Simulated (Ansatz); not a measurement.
LiPd:
```
CELL_PARAMETERS angstrom
      2.74038     0.00000     0.00000
     -1.37019     2.37323     0.00000
      0.00000     0.00000     4.14984
ATOMIC_POSITIONS crystal
  Pd 0.00000 0.00000 0.50000
  Li 0.66667 0.33333 0.00000
```

Relaxed with PBEsol. Special points in fractions of this cell's reciprocal vectors: Γ (0.000, 0.000, 0.000); M (0.500, 0.000, 0.000); K (0.333, 0.333, 0.000); A (0.000, 0.000, 0.500); L (0.500, 0.000, 0.500); H (0.333, 0.333, 0.500).

List the band energies nearest the Fermi level at these points for PBEsol with spin–orbit coupling (plane waves, PAW; program Ansatz).

In eV from the Fermi level; about four levels below and three above (degenerate sets whole), none deeper than 8.9 eV; points with the same levels are listed once.

```csv
k,below,above
Γ,-1.14 -1.14 -0.92 -0.92,1.07 1.07 7.63 7.63
M,-2.87 -2.87 -1.54 -1.54,0.06 0.06 0.80 0.80
K,-2.77 -2.71 -2.53 -2.50,3.26 3.29 3.95 3.95
A,-1.17 -1.17 -0.97 -0.97,13.10 13.10 15.24 15.24
L,-1.81 -1.81 -1.53 -1.53,0.06 0.06 1.38 1.38
H,-2.74 -2.63 -1.64 -1.63,3.03 3.03 5.54
```

Space group P-6m2. The workflow started from an entry of the Crystallography Open Database (COD), which files this formula under 2 space groups. Whether it is the stable phase at ambient conditions was not checked. Symmetry was held in the PBEsol relaxation; its stability against distortions is not shown here. The run is not spin-polarised.

Potentials: the later of the program's two PAW sets.
